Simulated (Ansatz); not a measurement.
# ZrCl5, before and after

Recipe of this trial structure of ZrCl5: random cell by space group and Wyckoff sites (P6/mmm, No. 191). Its size is a rough estimate.

start:

Space group P6/mmm (No. 191). a = 5.044 Å, b = 5.044 Å, c = 8.852 Å, α = 90.00°, β = 90.00°, γ = 120.00°
```json
{"atom": "Zr", "site": "1b", "symmetry": "6/mmm", "x": "0.0000", "y": "0.0000", "z": "0.5000"}
{"atom": "Cl", "site": "2c", "symmetry": "-6m2", "x": "0.3333", "y": "0.6667", "z": "0.0000"}
{"atom": "Cl", "site": "2d", "symmetry": "-6m2", "x": "0.3333", "y": "0.6667", "z": "0.5000"}
{"atom": "Cl", "site": "1a", "symmetry": "6/mmm", "x": "0.0000", "y": "0.0000", "z": "0.0000"}
```

All numbers below come from DFT PBE, scalar-relativistic, plane waves, PAW (Ansatz 0.2.0). Cutoff 420 eV, Gaussian smearing, Γ-centred meshes. Cell and atoms relax first on a coarse mesh and then on a finer one. In between, the cell is made exact in the group found at 0.06 Å. In metals the finer mesh still leaves noise of several meV/atom or more. The steps can't lower the symmetry of their start. Collinear spin is switched on along the way, since trial moments persisted in a coarse test.

end:

Space group P6/mmm (No. 191). a = 4.920 Å, b = 4.920 Å, c = 6.290 Å, α = 90.00°, β = 90.00°, γ = 120.00°
```
atom  site  symmetry       x       y       z
  Zr    1b     6/mmm  0.0000  0.0000  0.5000
  Cl    2c      -6m2  0.3333  0.6667  0.0000
  Cl    2d      -6m2  0.3333  0.6667  0.5000
  Cl    1a     6/mmm  0.0000  0.0000  0.0000
```

The symmetry stays P6/mmm (No. 191). The volume per atom shrinks by 32.4 %, from 32.5 to 22.0 Å³. The shortest distance goes from 2.91 Å (Zr–Cl and Cl–Cl) to 2.84 Å (Zr–Cl and Cl–Cl). The ratio c/a of the conventional cell changes by a factor of 0.73. The energy falls by about 0.26 eV/atom (the start's value is from the coarse mesh).

```yaml
Volume_per_atom: 21.97 Å³
Density: 3.38 g/cm³
Formation_energy: −0.32 eV/atom
Gap_on_the_12×12×6_mesh_of_the_6-atom_cell: 0 eV (a metal)
Net_moment_per_atom: 0.17 μB
Moment_by_site: Zr 0.7 μB
```

The zero of energy is the elements' standard structures at the same level (Cl₂ as a molecule); no fitted shifts are applied.

The last run used collinear spin and Gaussian smearing of 0.10 eV. The magnetic state reached may not be the lowest. A structure relaxed within its symmetry needn't be a true minimum. In all, the 5 runs took 2.6 min on 1 thread of INTEL(R) XEON(R) PLATINUM 8581C CPU @ 2.10GHz (Emerald Rapids), with other jobs on the host. Another cell of ZrCl5 relaxed alike, in P-43m, lies 0.95 eV/atom lower, so this cell isn't the stable form at this level.
